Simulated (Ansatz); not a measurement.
K5Te3:
```yaml
crystal:
  lattice:
    - [-6.66169, 6.66169, 3.07827]
    - [6.66169, -6.66169, 3.07827]
    - [6.66169, 6.66169, -3.07827]
  atoms:
    - { symbol: K, position: [0.25000, 0.75000, 0.50000] }
    - { symbol: K, position: [0.75000, 0.25000, 0.50000] }
    - { symbol: K, position: [0.41162, 0.72032, 0.13195] }
    - { symbol: K, position: [0.58838, 0.27968, 0.86805] }
    - { symbol: K, position: [0.27968, 0.41162, 0.69130] }
    - { symbol: K, position: [0.72032, 0.58838, 0.30870] }
    - { symbol: K, position: [0.77597, 0.09005, 0.86602] }
    - { symbol: K, position: [0.22403, 0.90995, 0.13398] }
    - { symbol: K, position: [0.90995, 0.77597, 0.68591] }
    - { symbol: K, position: [0.09005, 0.22403, 0.31409] }
    - { symbol: Te, position: [0.15639, 0.65653, 0.81292] }
    - { symbol: Te, position: [0.84361, 0.34347, 0.18708] }
    - { symbol: Te, position: [0.34347, 0.15639, 0.49986] }
    - { symbol: Te, position: [0.65653, 0.84361, 0.50014] }
    - { symbol: Te, position: [0.23155, 0.23155, 0.00000] }
    - { symbol: Te, position: [0.76845, 0.76845, 0.00000] }
```

Relaxed with LDA. Special points in fractions of this cell's reciprocal vectors: Γ (0.000, 0.000, 0.000); X (0.000, 0.000, 0.500); M (-0.500, 0.500, 0.500); Z (0.303, 0.303, -0.303); Z0 (-0.303, 0.697, 0.303); P (0.250, 0.250, 0.250); N (0.000, 0.500, 0.000).

List the band energies nearest the Fermi level at these points for LDA in the plane-wave PAW code Ansatz.

In eV from the Fermi level; about four levels below and three above (degenerate sets whole), none deeper than 8.9 eV; points with the same levels are listed once.

| k | below | above |
|---|---|---|
| Γ | -0.23 -0.23 -0.12 -0.08 -0.08 | 2.18 3.02 3.02 |
| X | -0.23 -0.23 -0.21 -0.12 | 2.95 3.11 3.19 |
| M | -0.23 -0.23 -0.20 -0.20 | 0.02 3.11 3.27 3.27 |
| Z | -0.37 -0.16 -0.16 -0.14 | 0.73 3.33 3.52 |
| P | -0.28 -0.28 -0.17 -0.15 | 0.03 3.55 3.56 |
| N | -0.30 -0.29 -0.14 -0.14 | 0.02 3.65 3.67 3.67 |

Space group I4/m. The first step of the workflow began from a Materials Project structure, measured or hypothetical; the Crystallography Open Database files this formula in space group No. 87, but the cells were not matched. Its standing as an ambient phase is unchecked. The cell keeps a stress of up to 0.2 GPa. Symmetry was held in the LDA relaxation; whether a distortion lowers the energy is not shown. The Fermi level of a semimetal is unsure by some 0.05 eV on such meshes. Spin–orbit coupling is left out wherever it is not named.

Potentials: the later of the program's two PAW sets.
